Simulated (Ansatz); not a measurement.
Cu Kα1 powder pattern (kinematic, no thermal factors).
```tsv
2θ (°)	relative intensity
10.86	50
21.81	11
25.88	38
32.22	62
32.97	42
35.18	100
40.22	64
40.84	3
47.90	42
49.27	4
50.86	9
53.22	4
55.24	10
56.46	3
56.71	34
58.91	20
59.38	31
61.96	7
64.73	2
67.19	6
69.17	6
70.07	13
71.16	1
72.44	6
74.38	2
76.08	2
77.12	5
79.23	4
79.65	14
80.90	18
81.92	7
84.01	14
88.50	12
```

The pattern is computed from a structure relaxed with DFT PBE, scalar-relativistic, plane waves, PAW in Ansatz. No spin polarisation. Its elements are Nb, O, Y.

**Question.** Give the structure.

**Answer.** Y₃NbO₂.
Space group P-4m2 (No. 115). a = 3.795 Å, b = 3.795 Å, c = 8.143 Å, α = 90.00°, β = 90.00°, γ = 90.00°
```tsv
atom	site	symmetry	x	y	z
Y	1b	-4m2	0.5000	0.5000	0.0000
Y	2g	2mm.	0.0000	0.5000	0.3480
Nb	1a	-4m2	0.0000	0.0000	0.0000
O	2g	2mm.	0.0000	0.5000	0.8113
```

A pattern alone doesn't exclude other cells with like lines; this is the one computed.

Another cell of Y3NbO2 relaxed alike, in P-3m1, lies 0.74 eV/atom lower, so this cell isn't the stable form at this level.

The structure comes from a generated guess; another structure or a mixture of phases may lie lower.
